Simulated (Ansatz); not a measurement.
Mn3SnN:
```
Mn3SnN
1.0
    4.10214     0.00000     0.00000
    0.00000     4.10214     0.00000
    0.00000     0.00000     4.10214
Sn Mn N
1 3 1
Cartesian
  0.00000   0.00000   0.00000
  0.00000   2.05107   2.05107
  2.05107   0.00000   2.05107
  2.05107   2.05107   0.00000
  2.05107   2.05107   2.05107
```
The run is spin-polarised; directions of the spins, atom by atom: ↓ ↑ ↑ ↑ 0.

Relaxed with r²SCAN.

Map the spin density (μB/Å³) on the plane through (0.000, 0.000, 0.000) spanned by u = [1, 0, 0] and v = [0, 1, 1] in lattice vectors, from the program Ansatz at the r²SCAN level (PAW).

x is the fraction of u, y of v (the angle between them is 90°; rows are the nearest grid lines); atoms in the plane: Sn at (0.00, 0.00), Mn at (0.00, 0.50), N at (0.50, 0.50).
```
|                      |
|                      |
|                      |
|                      |
|                      |
|                      |
|                      |
|                      |
|                      |
|                      |
|*=:                :=*|
|@#-.              .-#@|
|@#-.              .-#@|
|*=:                :=*|
|                      |
|                      |
|                      |
|                      |
|                      |
|                      |
|                      |
|                      |
|                      |
|                      |
```
Scale: ten equal steps from -0.074 (start of ' ') to 7.00 (end of '@'), in the order ' .:-=+*#%@'; x runs from 0.000 to 1.00, y from 0.000 (bottom) to 1.00 (top).

The density is the valence pseudo-density with augmentation charge, so density and ELF within about 1 Å of a nucleus are not all-electron values.

Space group Pm-3m (anti-perovskite). The workflow started from an entry of the Crystallography Open Database (COD). Its standing as an ambient phase is unchecked. The r²SCAN relaxation kept the symmetry of its start; its stability against distortions is not shown here. Magnetic state: ferromagnetic, the only order run, not a proven ground state. The program gave a warning on the electronic state, which may not be the lowest. No Hubbard U is applied. For itinerant 3d metals, meta-GGAs of the SCAN family and hybrids are commonly reported to give too large moments. Spin–orbit coupling is left out wherever it is not named.

Potentials: the later of the program's two PAW sets.
